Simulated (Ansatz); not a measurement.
Pt$_{3}$W:
```yaml
crystal:
  lattice:
    - [3.94143, 0.00000, 0.00000]
    - [0.00000, 3.94143, 0.00000]
    - [0.00000, 0.00000, 3.94143]
  atoms:
    - { symbol: Pt, position: [0.00000, 0.50000, 0.50000] }
    - { symbol: Pt, position: [0.50000, 0.50000, 0.00000] }
    - { symbol: Pt, position: [0.50000, 0.00000, 0.50000] }
    - { symbol: W, position: [0.00000, 0.00000, 0.00000] }
```

Relaxed with r²SCAN. Special points in fractions of this cell's reciprocal vectors: Γ (0.000, 0.000, 0.000); X (0.000, 0.500, 0.000); M (0.500, 0.500, 0.000); R (0.500, 0.500, 0.500).

Q: List the band energies nearest the Fermi level at these points for r²SCAN with spin–orbit coupling (plane waves, PAW; program Ansatz).

A: In eV from the Fermi level; about four levels below and three above (degenerate sets whole), none deeper than 8.9 eV; points with the same levels are listed once.

| k | below | above |
|---|---|---|
| Γ | -0.31 -0.31 -0.31 -0.31 | 0.95 0.95 0.95 0.95 |
| X | -0.37 -0.37 -0.04 -0.04 | 0.59 0.59 2.55 2.55 |
| M | -0.42 -0.42 -0.35 -0.35 | 0.09 0.09 1.13 1.13 |
| R | -0.71 -0.71 -0.71 -0.71 | 0.52 0.52 1.29 1.29 1.29 1.29 |

Space group Pm-3m (Cu3Au type). A made-up cell: these elements were put on the sites of a structure type; neither database checked (COD, Materials Project) lists it. Its standing as an ambient phase is unchecked. The cell was relaxed with r²SCAN under the symmetry of its start; whether a distortion lowers the energy is not shown. No spin polarisation was allowed.

Potentials: the earlier of the program's two PAW sets. The files were generated under PBE; for other functionals the program regenerates the frozen cores, and for LDA and PBEsol the local potential too.
